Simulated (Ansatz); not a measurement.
Single point in Ansatz 0.2.0 with r2SCAN, no spin polarisation. Cutoff 500 eV, PAW datasets, 7×7×7 Γ-centred k mesh, fermi-dirac filling (width 0.1 eV).

Computed maps in the lattice plane spanned by a (left to right, 5.67 Å, 17 points from zero) and b (bottom to top, 5.67 Å, 17 points from zero), 120° apart, at height 0.500 along c. The fields are smooth PAW ones with compensation charges, not the true ones near nuclei.

Valence density. Digits on a logarithmic scale: 0 up to 0.03 e/Å³, each further digit a factor of 1.6, 9 from 1.3 e/Å³ up:
```
99755699999655799
97555689996545799
65545567765445677
55555555555555555
56655445677765445
89865456899875456
99975568988975569
99975689768975699
99965798679865799
99655798898655799
86545789986545689
55445677765445566
55555555555555555
67765445677655455
99975456999865557
99975569999965579
99965589999855699
```

ELF. Ten even steps from '0' (0.00) to '9' (0.99):
```
94112127972132148
21122123421221234
11222111211111221
32222211113321112
11112321367752123
12211225888873121
67311158624873112
99421386002861127
97211682006831249
62113784268511137
11213788885221122
13212577631232111
32111233111122222
11221111121112221
24321221243212211
98412312797212114
99213116996113129
```

Q: The cell is Ba₂Co₃S₂. Which atoms lie within 0.2 Å of this plane, and where (fractions of a and b)?

A: Co at (0.00, 0.50), Co at (0.50, 0.00), Co at (0.00, 0.00), Ba at (0.50, 0.50). The whole cell:
```xyz
7
Lattice="0.0000 -3.2414 4.6558 2.7456 -1.7230 -4.6558 3.1153 1.7230 4.6558" Properties=species:S:1:pos:R:3 pbc="T T T"
Ba    0.0000    0.0000    0.0000
Co    2.9305    0.0000    0.0000
Co    1.5577   -0.7592    4.6558
Co    1.5577    0.8615    2.3279
S     3.3736   -1.3756    5.9547
S     2.4873   -1.8658   -1.2990
Ba    2.9305   -1.6207    2.3279
```

Origin: a known structure type with other elements, at an estimated volume, so it need not be a known compound. Caveats: no spin polarisation, so a magnetic state may lie lower; atoms or cell far from equilibrium.
